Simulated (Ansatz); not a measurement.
Here is the system:

Zr$_{2}$InN:
```cif
data_In2N2Zr4
_chemical_formula_sum 'Zr4 In2 N2'
_space_group_name_H-M_alt 'P63/mmc'
_space_group_IT_number 194
_space_group_name_Hall '-P 6c 2c'
_cell_length_a 3.29181
_cell_length_b 3.29181
_cell_length_c 14.89579
_cell_angle_alpha 90.000
_cell_angle_beta 90.000
_cell_angle_gamma 120.000
loop_
_atom_site_label
_atom_site_type_symbol
_atom_site_symmetry_multiplicity
_atom_site_Wyckoff_symbol
_atom_site_fract_x
_atom_site_fract_y
_atom_site_fract_z
_atom_site_occupancy
Zr1 Zr 4 f 0.33333 0.66667 0.08396 1
In1 In 2 d 0.66667 0.33333 0.25000 1
N1 N 2 a 0.00000 0.00000 0.00000 1
```

This is the r²SCAN-relaxed structure.

Task: All from r²SCAN (plane waves, PAW; program Ansatz), unless another level is named. Give the electronic character.

Result: metallic (no gap).

Task: What about the density of states at the Fermi level?

Result: 0.40 states/eV per atom (mean over ±0.08 eV).

Task: And the formation energy from the elements (no fitted shifts)?

Result: -1.22 eV/atom.

Task: What about the gap with spin–orbit coupling?

Result: none (metallic).

Space group P6_3/mmc. The first step of the workflow began from a Materials Project structure, measured or hypothetical; the Crystallography Open Database copy checked does not list it. Its standing as an ambient phase is unchecked. The cell was relaxed with r²SCAN under the symmetry of its start; whether a distortion lowers the energy is not shown. The run is not spin-polarised. The references are the lowest solids computed at this level, not always the standard phases (solids in place of the gases). Spin–orbit coupling is left out wherever it is not named.

Potentials: the later of the program's two PAW sets.
